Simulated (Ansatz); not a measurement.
Problem. Name crystals whose computed values (LDA in the plane-wave PAW code Ansatz) fall in these windows: G_Hill (GPa) 52 to 70; Θ_D (K) 250 to 330; highest Γ mode, no LO–TO term (cm⁻¹) 180 to 240.

Solution. 

```tsv
crystal	G_Hill (GPa)	Θ_D (K)	highest Γ mode, no LO–TO term (cm⁻¹)
Te2Rh, Pa-3 (Rh on 4a, Te on 8c)	59.8	305	206
```
Others may fit too.

Standing as an ambient phase not checked: Te2Rh, Pa-3 (Rh on 4a, Te on 8c). The cell was relaxed under the symmetry of its start. Rows with no word on spin ran without spin polarisation. Scalar-relativistic: spin–orbit coupling is off unless named, which matters more the heavier the elements.

Potentials: the later of the program's two PAW sets.
